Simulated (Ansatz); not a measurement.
One crystal and one scan (frozen-phonon scan) at two levels, PBE (plane waves to 420 eV, PAW, scalar-relativistic; Ansatz, a program for electronic structure) and r2SCAN (plane waves to 500 eV, PAW, scalar-relativistic; Ansatz), each from its own relaxed cell and on its own mesh. The cell shown is that of PBE.

Relaxed Ge (diamond):

```
CELL_PARAMETERS angstrom
      0.00000     5.76221     5.76221
      2.88111     0.00000     2.88111
      2.88111     2.88111     0.00000
ATOMIC_POSITIONS crystal
  Ge 0.25000 0.50000 0.50000
  Ge 0.75000 0.50000 0.50000
  Ge 0.37500 0.75000 0.75000
  Ge 0.87500 0.75000 0.75000
```

A phonon eigenvector at L = (0.5, 0.0, 0.0) is frozen into this cell: atom i moves by Q times the vector below, so Q is the largest atomic displacement, in Å. The cell is held. (q is in reciprocal vectors of the primitive cell; the cell shown is doubled to hold the pattern.)

| atom | x | y | z |
|---|---|---|---|
| Ge1 | -0.577 | 0.577 | 0.577 |
| Ge2 | 0.577 | -0.577 | -0.577 |
| Ge3 | 0.577 | -0.577 | -0.577 |
| Ge4 | -0.577 | 0.577 | 0.577 |

Ge was relaxed with its symmetry unable to fall. The PAW data are Ansatz's earlier set. As the smearing reaches across the gap at some points, energies and forces of such displacements shift with the k mesh and the smearing. With partly filled bands, energies and forces of such displacements shift with the k mesh and the smearing. Percentages come from the unrounded values. Both scans cover Q from -0.280 to 0.280 Å.

```csv
quantity,PBE,r2SCAN,PBE − r2SCAN
Lattice constant a (Å),5.762,5.673,+0.089 (+1.6 %)
Energy at Q = 0.280 Å (meV/cell),1375,1651,-276 (-17 %)
Harmonic wavenumber from the curvature (finite differences) (cm⁻¹ (negative: imaginary)),207,223,-16 (-7 %)
```

PBE gives the higher value for: lattice constant a. PBE gives the lower value for: energy at Q = 0.280 Å; harmonic wavenumber from the curvature. Both give the same space group of the distorted cell: R-3m (No. 166), lowered from Fd-3m.

ΔE (meV/cell), each from the undisplaced structure of its own level:

| Q (Å) | PBE | r2SCAN |
|---|---|---|
| -0.280 | 1375 | 1651 |
| -0.233 | 1027 | 1232 |
| -0.187 | 699 | 834 |
| -0.140 | 417 | 488 |
| -0.093 | 193 | 225 |
| -0.047 | 50 | 57 |
| 0.000 | 0 | 0 |
| 0.047 | 50 | 57 |
| 0.093 | 193 | 225 |
| 0.140 | 417 | 488 |
| 0.187 | 699 | 834 |
| 0.233 | 1027 | 1232 |
| 0.280 | 1375 | 1651 |

(For displaced atoms, the force is minus the slope of the energy, and its curvature is a force constant, which sets phonon frequencies.)
